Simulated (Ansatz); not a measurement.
Al3Ru2, first-principles data

Al₃Ru₂:
```
Al3Ru2
1.0
   -1.53824     1.53824     7.14064
    1.53824    -1.53824     7.14064
    1.53824     1.53824    -7.14064
Al Ru
3 2
Direct
  0.00000   0.00000   0.00000
  0.80610   0.80610   0.00000
  0.19390   0.19390   0.00000
  0.60581   0.60581   0.00000
  0.39419   0.39419   0.00000
```

Space group I4/mmm (No. 139); conventional cell a = 3.0765 Å, b = 3.0765 Å, c = 14.2813 Å, α = 90.00°, β = 90.00°, γ = 90.00°.

Method: r²SCAN in the plane-wave PAW code Ansatz. The cell and atoms are relaxed at this level. Other levels are named where they apply.

### Cell and energy

```
Item                                                           Value
-----------------------------------------------------  -------------
Volume per atom                                             13.52 Å³
Density                                                   6.96 g/cm³
Formation energy from the elements (no fitted shifts)  -0.77 eV/atom
```

### Electronic structure

```
Quantity                                                                     Value
------------------------------------  --------------------------------------------
Electronic character                                             metallic (no gap)
Density of states at the Fermi level  0.24 states/eV per atom (mean over ±0.08 eV)
Gap with spin–orbit coupling                                       none (metallic)
```

### Mechanics

```
Item                                 Result
----------------------------------  -------
Bulk modulus (Birch–Murnaghan fit)  193 GPa
Pressure derivative B′                  4.5
```

### Charges

```
Item                                   Value
-------------  -----------------------------
Bader charges  Al +1.90 to +1.94, Ru -2.87 e
```

The workflow started from a Materials Project entry (that database holds measured and hypothetical structures alike); the Crystallography Open Database copy checked does not list it. Whether it is the stable phase at ambient conditions was not checked. The r²SCAN relaxation kept the symmetry of its start; its stability against distortions is not shown here. No spin polarisation was allowed. Axis ratios of metals converge slowly with the k-mesh, so a and c are less sure than the volume. The references are the lowest solids computed at this level, not always the standard phases. Scalar-relativistic: spin–orbit coupling is off unless named, which matters more the heavier the elements.

Potentials: the later of the program's two PAW sets.
